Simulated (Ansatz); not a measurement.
Re (hcp, Mg type)

Space group P6₃/mmc (No. 194); a = b = 2.775 Å, c = 4.483 Å, α = β = 90.00°, γ = 120.00°

| atom | site | symmetry | x | y | z |
|---|---|---|---|---|---|
| Re | 2d | -6m2 | 0.6667 | 0.3333 | 0.2500 |

The relaxed cell is deformed in two ways at once: its volume V is scaled, and at that volume it is stretched along z (the c axis of the conventional cell) so that c/a changes. Fractional atomic positions are held.

The numbers are results of PBE (plane waves to 420 eV, PAW, scalar-relativistic; Ansatz, an electronic-structure program), not measurements. k mesh 19×19×11 (Γ-centred), Fermi-Dirac smearing 0.05 eV. E stands for the smeared free energy. With partly filled bands, the response to shear is sensitive to the k mesh, so small differences along c/a are uncertain. Re is run without spin polarisation. Re was relaxed with its symmetry unable to fall. Spin-orbit coupling is left out, though Re is heavy. The PAW data are Ansatz's earlier set. ΔE is measured from the relaxed starting cell.

What ΔE (meV/atom) does the calculation give at all points of the grid V/V₀ = 0.960, 0.980, 1.000, 1.020, 1.040 by (c/a)/(c/a)₀ = 0.920, 0.960, 1.000, 1.040, 1.080?

ΔE (meV/atom), with V/V₀ across and (c/a)/(c/a)₀ down:

```
(c/a)/(c/a)₀ \ V/V₀  0.960  0.980  1.000  1.020  1.040
-------------------  -----  -----  -----  -----  -----
0.920                  126     99     87     88    103
0.960                   53     30     21     27     44
1.000                   29      7      0      7     25
1.040                   54     30     22     28     45
1.080                  124     97     86     88    103
```

(A scan under strain: stresses follow from slopes of the energy per volume, elastic moduli from its curvatures.)
